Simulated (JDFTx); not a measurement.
## Cd(1 1 -2 2) as an electrode

```json
{
  "surface": "Cd(1 1 -2 2)",
  "bulk": "Cd, P6_3/mmc, lattice of mp-94 (not re-optimised)",
  "slab": "12 atoms in 6 planes, 1x1, 6.7 Å between the outermost planes",
  "in-plane cell": "5.124 × 6.588 Å, 33.76 Å²",
  "cell_height": "22.6 Å",
  "sampling": "4×4×1 k mesh, Fermi smearing 0.01 Ha, no spin polarisation"
}
```

Level of theory: PBE, GBRV ultrasoft potentials, plane waves to 20/100 Ha; code: a modified build of JDFTx. Outer atoms relaxed in vacuum, keeping the start's symmetry. The same nuclei were then put into each liquid, at zero charge and at set potentials or charges. Both faces are the same ideal termination; reconstructions, overlayers and chemisorbed solvent are outside this model. Potentials refer to SHE, placed 4.44 V below the bulk liquid's zero by convention. Convergence in thickness and k mesh wasn't tested for this slab.

In vacuum the work function is 4.03 eV, which would put the uncharged electrode at -0.41 V vs SHE if the liquid did nothing. Each liquid moves the Fermi level of the neutral slab, now counted from the bulk liquid: CANDLE, water, 2 M KF by 0.32 eV, to a potential of zero charge of -0.73 V; CANDLE, acetonitrile, 1 M KCl by 0.24 eV, to a potential of zero charge of -0.65 V. Outside water the SHE scale is nominal.

Charging:

```tsv
liquid	U − U_pzc (V)	σ (μC/cm²)	σ/(U − U_pzc) (μF/cm²)	Δγ (mJ/m²)
CANDLE, water	0.13	2.0	15	-1
CANDLE, water	0.26	4.0	16	-5
CANDLE, water	0.48	7.7	16	-18
CANDLE, water	0.88	14.9	17	-63
CANDLE, acetonitrile	0.60	6.6	11	-20
```

The mean capacitance runs from 11 to 17 μF/cm². Δγ, the grand free energy per area against the neutral surface, is negative throughout, since charging at a held potential lowers it. The cavity function reaches one half at 2.9 Å (CANDLE, water), 3.7 Å (CANDLE, acetonitrile) above the top atoms; the models define their cavities differently. CANDLE's negatively charged runs are left out, as they depend on the cell height. No specific adsorption of ions or solvent is in these numbers.
